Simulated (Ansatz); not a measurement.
With r²SCAN in the plane-wave PAW code Ansatz, Ag in the hexagonal phase (P6/mmm; Ag on 2e, Ag on 2d, Ag on 3f) relaxes to a = 5.329 Å, c = 5.200 Å.

Electronic character: metallic (no gap). Gap from r²SCAN with spin–orbit coupling: none (metallic).

An equation-of-state fit gives a bulk modulus of 91.8 GPa. The relaxed-ion elastic constants in GPa are C11 = 140, C12 = 81.1, C13 = 52.8, C33 = 174, C44 = -72.8.

The start of the workflow was typed in or built on a structure type; neither database checked (COD, Materials Project) lists it. It is not the phase usual at ambient conditions (space group No. 225). Symmetry was held in the r²SCAN relaxation. At this level the phase is mechanically unstable. No spin polarisation was allowed. As this level gives no gap, shear constants depend on the k-mesh and smearing (Fermi–Dirac, 0.1 eV here). Axis ratios of metals converge slowly with the k-mesh, so a and c are less sure than the volume. Spin–orbit coupling is left out wherever it is not named.

Potentials: the later of the program's two PAW sets.
